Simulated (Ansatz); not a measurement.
Sc (dhcp (α-La type), P6_3/mmc) at seven volumes, r²SCAN (plane waves, PAW; program Ansatz), shape and atoms relaxed at each. One row is withheld.

```
V (Å³/atom)  P (GPa)
-----------  -------
22.781          5.78
23.532          3.62
24.283          1.70
25.034          0.00
25.785         -1.51
26.536             ?
27.287         -4.04
```

Q: Fit the shown pressures and predict the withheld one.

A: P = (3/2)B₀(x^(7/2) − x^(5/2))[1 + (3/4)(B′ − 4)(x − 1)] with x = (V₀/V)^(2/3). Least squares on the six rows gives V₀ = 25.034 Å³/atom, B₀ = 53.4 GPa, B′ = 2.98. At V = 26.536, x = 0.9619 and P = -2.85 GPa. The run itself gave -2.85 GPa.

The start of the workflow was typed in or built on a structure type. Its sites differ from those of the usual phase in this space group: another stacking or structure type. The r²SCAN relaxation kept the symmetry of its start; whether a distortion lowers the energy is not shown. The run is not spin-polarised.

Potentials: the earlier of the program's two PAW sets.
